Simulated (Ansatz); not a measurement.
Input and command of a plane-wave DFT calculation in Ansatz:

```yaml
crystal:
  lattice:
    - [-1.5400197247, 1.5400197247, 1.6210733944]
    - [1.5400197247, -1.5400197247, 1.6210733944]
    - [1.5400197247, 1.5400197247, -1.6210733944]
  atoms:
    - { symbol: Au, position: [0.0, 0.0, 0.0] }
basis:
  ecutwfc: 420
kpoints:
  mp_grid: { grid: [26, 26, 26] }
hamiltonian:
  xc: pbesol
scf:
  occupations: { method: gaussian, width: 0.15 }
output:
  forces: true
  stress: true
  eigenvalues: true
```

```bash
ansatz run input.yaml --threads 2 --pin off --max-ram 5120MiB --backend cpu --events-out ev --progress --plain --runs-dir out
```

Processor: AMD EPYC 9R45 96-Core Processor (Zen 5), 2 threads, on a host shared with other jobs.

Problem. Estimate time, memory and problem size.

Solution. About 2.6 s on 2 threads of AMD EPYC 9R45 96-Core Processor (Zen 5), on a shared host, peak memory 0.6 GiB. It solves 14 bands at 1330 k points (the mesh reduced by symmetry) with about 321 plane waves, in 6 SCF iterations.
